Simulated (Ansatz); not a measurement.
The elements of this relaxed trial crystal are hidden behind letters.

```
lattice vectors (Å)
   4.1554    0.0000    0.0000
  -2.0777    3.5987    0.0000
   0.0000    0.0000   10.1900
fractional positions
X 0.0000 0.0000 0.0068
X 0.6667 0.3333 0.3272
Z 0.3333 0.6667 0.6650
Q 0.0000 0.0000 0.7648
Q 0.3333 0.6667 0.4030
Q 0.6667 0.3333 0.0832
```

Level of theory: DFT PBE, scalar-relativistic, plane waves, PAW in Ansatz. The final run on the 6-atom cell used 420 eV, a Γ-centred 6×6×4 mesh, 0.02 eV smearing and no spin polarisation.

```
Space group                              : P3m1 (No. 156)
Conventional cell                        : a = 4.155 Å, c = 10.190 Å
Volume per atom                          : 25.40 Å³
Density                                  : 4.29 g/cm³
Formation energy                         : −0.377 eV/atom
Gap on the 6×6×4 mesh of the 6-atom cell : 0.65 eV
```

Energies are uncorrected and count from the elements' standard states at the same level.

Problem. X is a p-block element of period 3, Z is a p-block element of period 5 and Q is a p-block element of period 4. Which elements are they?

Solution. X = Al, Z = In, Q = As, so the formula is Al2InAs3. Density times volume gives a mean mass of 4.29 × 25.40/1.6605 = 65.6 u per atom, and this set has 65.6 u. Al on its first site has 4 As at 2.47–2.52 Å; around In lie 4 As at 2.61–2.67 Å; around As on its first site lie 1 Al at 2.47 Å and 3 In at 2.61 Å; 3 more sites not described. Other sets within the hints have nearly the same mass, so mass alone doesn't settle it; this one was computed.

Kohn–Sham gaps at this level usually fall short of measured ones. A later test with randomly moved atoms came back to the same energy, though modes that don't fit the test's cell weren't probed.
